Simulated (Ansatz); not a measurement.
Bulk modulus and its pressure derivative give the pressure that a small compression needs; a soft, simple solid makes a sensitive pressure gauge, a stiff one a good anvil or seat.

Si serves as the reference. Hydrostatic compression by 2 % of the volume (V₀/V = 1.0204), no change of phase.

Computed with Ansatz, a plane-wave PAW program. B₀, B₀′: r²SCAN, Birch–Murnaghan fit of energy against volume; volume per atom: r²SCAN, relaxed cell.

Runs started from generated or typed cells of the structure named: NiSi; Si. Whether these are the forms stable at ambient conditions was not checked: AuTl2 (I4/mcm, tI12); LiIn (Fd-3m, cF16); Zr3Sn (Pm-3n, cP8); NaTl (Fd-3m, cF16). Run without spin polarisation: NiSi. Spin–orbit coupling is left out unless named.

Definitions used: linear estimate = B₀ × compression; P = (B₀/B₀′)[(V₀/V)^B₀′ − 1]; modulus under load = B₀ + B₀′P; relative pressure = P/P_ref.

```csv
crystal,B₀ (GPa),B₀′,V (Å³/atom),linear estimate (GPa),Murnaghan pressure (GPa),modulus there (GPa),pressure (relative)
"AuTl2 (I4/mcm, tI12)",44.1,6.1,25.57,0.88,0.9478,49.9,0.46
"LiIn (Fd-3m, cF16)",38.9,4.9,19.87,0.78,0.8258,42.9,0.58
"Zr3Sn (Pm-3n, cP8)",105,3.9,22.37,2.1,2.206,114,1.08
"NaTl (Fd-3m, cF16)",23.6,4.6,26.29,0.47,0.4994,25.9,0.24
NiSi (Pnma),178,4.5,11.90,3.6,3.763,195,1.84
"Si (diamond type), reference",96.8,4.2,20.17,1.9,2.040,105,1.00
```

Task: Check the column «pressure (relative)» against the rules: one row is wrong. Find and correct it.

Result: The row of LiIn (Fd-3m, cF16) shows 0.58. From its own inputs, relative pressure: 0.8258/2.040 = 0.40. The other rows agree with the rules.

With the correction: In order of relative pressure, highest first: NiSi (1.84 ± 0.093), Zr3Sn (Pm-3n, cP8) (1.08 ± 0.054), Si (1.00 ± 0.050), AuTl2 (I4/mcm, tI12) (0.46 ± 0.023), LiIn (Fd-3m, cF16) (0.40 ± 0.020), NaTl (Fd-3m, cF16) (0.24 ± 0.012). The ± follows from allowances picked for this note (B₀ 5 %, B₀′ 0.4), carried to first order and added in quadrature, each row's own inputs moving alone; ≈ joins neighbours closer than their two ± added in quadrature.

B₀′ is the least certain number of such a fit, often by half a unit. Where several phases of a formula are at hand, those over 0.1 eV/atom above the lowest were not drawn (by r²SCAN where it compared them, else by the largest value; a layered or molecular lowest phase counts only with a dispersion term); other phases could lie lower still. The rows are a sample and no shortlist: familiar crystals first, some related and some not, whatever their agreement with measurement; tables with many equal figures were not kept. Limits of the draw: no layered crystals, B₀′ of 2 to 8; no unfamiliar magnets, and cubic perovskites only if shown or known to be stable. As a rule kept out of such tables: 4f compounds, open-shell compounds run without a Hubbard term, cells found unstable in the tests at hand, cells close to a higher symmetry, and runs set to a pressure or over 12 % in volume from the crystal's fullest run.
